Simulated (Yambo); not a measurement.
Rb2NaAlF6 (space group Fm-3m, No. 225), G0W0@LDA in Yambo with this input:

```
rim_cut
gw0
dyson
el_el_corr
HF_and_locXC
ppa
em1d
RandQpts= 1000000
RandGvec= 1 Ry
EXXRLvcs= 88 Ry
VXCRLvcs= 352 Ry
Chimod= "HARTREE"
% BndsRnXp
 2 | 286 |
%
NGsBlkXp= 8 Ry
% LongDrXp
 1.0 | 1.0 | 1.0 |
%
PPAPntXp= 27.2114 eV
% GbndRnge
 1 | 286 |
%
GTermKind= "BG"
DysSolver= "n"
ExtendOut
```

On a 2×2×2 mesh, with wavefunctions cut at 88 Ry, the gap (Γ → Γ) is 10.822 eV and the valence edge shifts by -2.636 eV.

### Question
What happens with this change: 134 bands in W?

### Answer
The gap rises by 0.117 eV, to 10.939 eV; the shift of the valence edge becomes -2.549 eV. Neither run is shown to be the converged limit.

Geometry of the Materials Project entry, not relaxed at this level; primitive cell a = 5.9745 Å, b = 5.9745 Å, c = 5.9745 Å, α = 60.00°, β = 60.00°, γ = 60.00°.

The structure is a Materials Project entry; no match was found in the copy of COD used, and its stability was not checked.

A shift is the quasiparticle energy of the state minus its LDA energy.
